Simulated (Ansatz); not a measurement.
## Si3N4, one structure, two calculations

Cell: a Materials Project structure (computed, not necessarily an observed phase).

Space group P6_3/m (No. 176); a = 7.6045, c = 2.9052 Å, γ = 120.00°.

```
site  Wyckoff  site symmetry       x       y       z
  Si       6h            m..  0.2311  0.8249  0.7500
  N7       2d           -6..  0.3333  0.6667  0.7500
  N9       6h            m..  0.9692  0.6699  0.7500
```

One atom of each set is listed.

First run. Computed with Ansatz: DFT, PBE, plane waves and PAW, scalar-relativistic, 420 eV cutoff, Γ-centred 4×4×10 k-points, Fermi–Dirac smearing 0.02 eV.

```csv
site,V_zz (10²¹ V/m²),η
Si,0.96,0.48
N7,-4.91,0.00
N9,-4.94,0.07
```

Second run. The same atoms and settings, except that the functional is r2SCAN and the cutoff is 500 eV.

**Question.** Given the first result, estimate the second.

**Answer.** 

```json
{"site": "Si", "V_zz": "0.95", "η": "0.46", "change of V_zz": "-0.01"}
{"site": "N7", "V_zz": "-4.98", "η": "0.00", "change of V_zz": "-0.07"}
{"site": "N9", "V_zz": "-4.92", "η": "0.07", "change of V_zz": "+0.02"}
```

The largest change of V_zz is on N7, from -4.91 to -4.98. In per cent, |V_zz| changes by -1 on Si, 0 to +1 on N (all sites that start above 0.5).

For the first run: At this cell the PBE pressure is 6 GPa, so with PBE the cell would grow if it were relaxed. The entry's cell may itself be off.
